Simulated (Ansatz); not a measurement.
All numbers below come from DFT PBE, scalar-relativistic, plane waves, PAW in Ansatz. All cells share a 420 eV cutoff and Γ-centred k meshes spaced at most about 0.3 Å⁻¹ (about 0.25 or finer for metals, 2π included). No spin polarisation in the final relaxations.

All energies are static (0 K, no zero-point motion).

Two forms of Ge₃Te₂Pt were relaxed alike.

A.

```yaml
crystal:
  lattice:
    - [3.17890, 0.00000, 0.00000]
    - [0.00000, 3.17890, 0.00000]
    - [0.00000, 0.00000, 13.58043]
  atoms:
    - { symbol: Ge, position: [0.00000, 0.00000, 0.00000] }
    - { symbol: Ge, position: [0.00000, 0.00000, 0.61384] }
    - { symbol: Ge, position: [0.00000, 0.00000, 0.38616] }
    - { symbol: Te, position: [0.50000, 0.50000, 0.82379] }
    - { symbol: Te, position: [0.50000, 0.50000, 0.17621] }
    - { symbol: Pt, position: [0.50000, 0.50000, 0.50000] }
```

B.

```yaml
crystal:
  lattice:
    - [-2.57559, 2.57559, 5.67805]
    - [2.57559, -2.57559, 5.67805]
    - [2.57559, 2.57559, -5.67805]
  atoms:
    - { symbol: Ge, position: [0.50000, 0.00000, 0.50000] }
    - { symbol: Ge, position: [0.00000, 0.50000, 0.50000] }
    - { symbol: Ge, position: [0.00000, 0.00000, 0.00000] }
    - { symbol: Te, position: [0.74068, 0.74068, 0.00000] }
    - { symbol: Te, position: [0.25932, 0.25932, 0.00000] }
    - { symbol: Pt, position: [0.50000, 0.50000, 0.00000] }
```

Task: Which would you expect to be lower, and how large is the difference?

Result: A is lower, by 69 meV/atom. A has space group P4/mmm (No. 123), 22.9 Å³/atom and no gap on its mesh; B has space group I4/mmm (No. 139), 25.1 Å³/atom and no gap. Counting Ge or Te atoms around Pt (for each partner element, those within 1.25 times its shortest distance or 1.15 times the sum of covalent radii, where it is the nearest in units of that sum or under 1.3), A has Pt 8 and B has Pt 6. B holds Ge–Ge nets (shortest 2.58 Å); in A the shortest Ge–Ge distance is 3.09 Å. Even the lower one lies +0.11 eV/atom against the reference forms of the elements (uncorrected), so neither is stable at this level. In A, Ge on a site of symmetry 4/mmm is surrounded by 4 Ge at 3.18 Å and 8 Te at 3.28 Å; Te has 4 Te at 3.18 Å, 4 Ge at 3.28 Å and 4 Ge at 3.63 Å; around Pt lie 8 Ge at 2.73 Å and 4 Pt at 3.18 Å; 1 more site not described. In B, Ge on a site of symmetry mmm has 2 Ge at 2.58 Å and 2 Pt at 2.58 Å; Te is surrounded by 1 Pt at 2.73 Å and 1 Ge at 2.94 Å; around Pt lie 4 Ge at 2.58 Å and 2 Te at 2.73 Å; 1 more site not described. Both come from invented guesses.

No dispersion correction is applied, so the spacing and binding between layers, chains or molecules are poorly described (P4/mmm), and this can change margins and order among such cells. These runs have no spin–orbit coupling, which can matter for Pt and Te. Cells relaxed within their symmetry can be saddle points.
